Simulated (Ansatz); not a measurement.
FeTi$_{4}$S$_{8}$ in space group P-3m1 (No. 164; Pearson symbol hP13) under volume change, PBE+D3(BJ) (plane waves, PAW; program Ansatz), shape and atoms relaxed at each volume.

```
V (Å³/atom)  E − E(relaxed) (meV/atom)  P (GPa)
-----------  -------------------------  -------
14.694                            40.4     9.69
15.179                            17.0     5.93
15.663                             4.0     2.73
16.148                             0.0     0.00
16.632                             3.6    -2.30
17.117                            13.6    -4.26
17.601                            29.0    -5.89
```

Question: What does a third-order Birch–Murnaghan fit give for V₀, B₀ and B′?

Answer: V₀ = 16.15 Å³/atom, B₀ = 83.1 GPa, B′ = 4.5.

The cell is a constructed one: a structure type filled with these elements; neither database checked (COD, Materials Project) lists it. COD files the formula under space group No. 12. Whether it is the stable phase at ambient conditions was not checked. Symmetry was held in the PBE+D3(BJ) relaxation; whether a distortion lowers the energy is not shown. The workflow began spin-polarised and lost its moments.

Potentials: the later of the program's two PAW sets.
